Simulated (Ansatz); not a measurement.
Li, DFT, PBEsol, PAW with Ansatz's default frozen-core files, scalar-relativistic (Ansatz 0.2.0), run on 1 thread of Arm Neoverse V2 on a shared host.

The cell is a measured one (Crystallography Open Database entry 9011003); the temperature and pressure of the measurement aren't taken into account, and nothing was relaxed. The listed cell was then made from it by scaling, straining or moving an atom.

Command: `ansatz run input.yaml --threads 1 --pin off --max-ram 3072MiB --backend cpu --events-out ev --progress --plain --runs-dir out`

```yaml
crystal:
  lattice:
    - [3.0901223134, 0.0, 0.0]
    - [-1.5450611567, 2.6761244242, 0.0]
    - [0.0, 0.0, 5.058817762]
  atoms:
    - { symbol: Li, position: [0.3333333333, 0.6666666667, 0.25] }
    - { symbol: Li, position: [0.6666666667, 0.3333333333, 0.75] }
kpoints:
  mp_grid: { grid: [15, 15, 8] }
scf:
  occupations: { method: fermi_dirac, width: 0.03 }
hamiltonian:
  xc: pbesol
  pseudopotentials: { kind: paw }
output:
  forces: true
  stress: true
  eigenvalues: true
  efg: { contact_densities: true }
  write_density: true
  write_potential: true
  elf: true
  volumetric_format: npy
```

Q: How large is the problem that the program sets up?

A: 135 irreducible k-points, 809 plane waves at Γ, 7 bands.

Q: Estimate the wall time and the peak memory.

A: 3.1 s of wall time for 6 SCF iterations, with a peak of 0.3 GiB. Times on shared machines scatter by tens of per cent.
